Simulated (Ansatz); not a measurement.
The calculation used DFT PBE, scalar-relativistic, plane waves, PAW in Ansatz 0.2.0. Settings: cutoff 420 eV, Γ-centred meshes spaced at most about 0.3 Å⁻¹, and about 0.25 Å⁻¹ or finer for metals (2π included), Gaussian smearing. Collinear spin in cells that started with moments and kept them past the coarse steps, no spin elsewhere.

Temperature and zero-point effects are left out. All come from trial cells, and lower structures may exist.

Problem. These unrelaxed guesses for Cd₃InO are each relaxed within their symmetry. Order them by the energy at which they end, lowest first.
A.

```cif
data_structure
_symmetry_space_group_name_H-M 'Pm-3m'
_symmetry_Int_Tables_number 221
_cell_length_a 4.6357
_cell_length_b 4.6357
_cell_length_c 4.6357
_cell_angle_alpha 90.000
_cell_angle_beta 90.000
_cell_angle_gamma 90.000
_cell_volume 99.62
loop_
_atom_site_label
_atom_site_type_symbol
_atom_site_symmetry_multiplicity
_atom_site_Wyckoff_symbol
_atom_site_fract_x
_atom_site_fract_y
_atom_site_fract_z
_atom_site_occupancy
Cd1 Cd 3 d 0.00000 0.00000 0.50000 1
In1 In 1 a 0.00000 0.00000 0.00000 1
O1 O 1 b 0.50000 0.50000 0.50000 1
```

B.

```cif
data_structure
_symmetry_space_group_name_H-M 'Pmmm'
_symmetry_Int_Tables_number 47
_cell_length_a 4.4895
_cell_length_b 4.6145
_cell_length_c 6.1642
_cell_angle_alpha 90.000
_cell_angle_beta 90.000
_cell_angle_gamma 90.000
_cell_volume 127.70
loop_
_atom_site_label
_atom_site_type_symbol
_atom_site_symmetry_multiplicity
_atom_site_Wyckoff_symbol
_atom_site_fract_x
_atom_site_fract_y
_atom_site_fract_z
_atom_site_occupancy
Cd1 Cd 2 q 0.00000 0.00000 0.18755 1
Cd2 Cd 1 e 0.00000 0.50000 0.00000 1
In1 In 1 g 0.00000 0.50000 0.50000 1
O1 O 1 b 0.50000 0.00000 0.00000 1
```

C.

```cif
data_structure
_symmetry_space_group_name_H-M 'Pm-3m'
_symmetry_Int_Tables_number 221
_cell_length_a 4.7680
_cell_length_b 4.7680
_cell_length_c 4.7680
_cell_angle_alpha 90.000
_cell_angle_beta 90.000
_cell_angle_gamma 90.000
_cell_volume 108.39
loop_
_atom_site_label
_atom_site_type_symbol
_atom_site_symmetry_multiplicity
_atom_site_Wyckoff_symbol
_atom_site_fract_x
_atom_site_fract_y
_atom_site_fract_z
_atom_site_occupancy
Cd1 Cd 3 c 0.50000 0.00000 0.50000 1
In1 In 1 a 0.00000 0.00000 0.00000 1
O1 O 1 b 0.50000 0.50000 0.50000 1
```

D.

```cif
data_structure
_symmetry_space_group_name_H-M 'P4mm'
_symmetry_Int_Tables_number 99
_cell_length_a 3.9287
_cell_length_b 3.9287
_cell_length_c 6.6852
_cell_angle_alpha 90.000
_cell_angle_beta 90.000
_cell_angle_gamma 90.000
_cell_volume 103.19
loop_
_atom_site_label
_atom_site_type_symbol
_atom_site_symmetry_multiplicity
_atom_site_Wyckoff_symbol
_atom_site_fract_x
_atom_site_fract_y
_atom_site_fract_z
_atom_site_occupancy
Cd1 Cd 1 a 0.00000 0.00000 0.71241 1
Cd2 Cd 2 c 0.50000 0.00000 0.44142 1
In1 In 1 a 0.00000 0.00000 0.01936 1
O1 O 1 a 0.00000 0.00000 0.46446 1
```

Solution. B (ends in Pmmm, 0 meV/atom), C (ends in Pm-3m, antiperovskite type, 110 meV/atom), D (ends in P4mm, 153 meV/atom), A (ends in Pm-3m, antiperovskite type, 0.87 eV/atom).

The magnetic state reached may not be the lowest. Cells relaxed within their symmetry can be saddle points. Some structure types and database cells were kept out of the candidates from the start, so a known form may be missing.
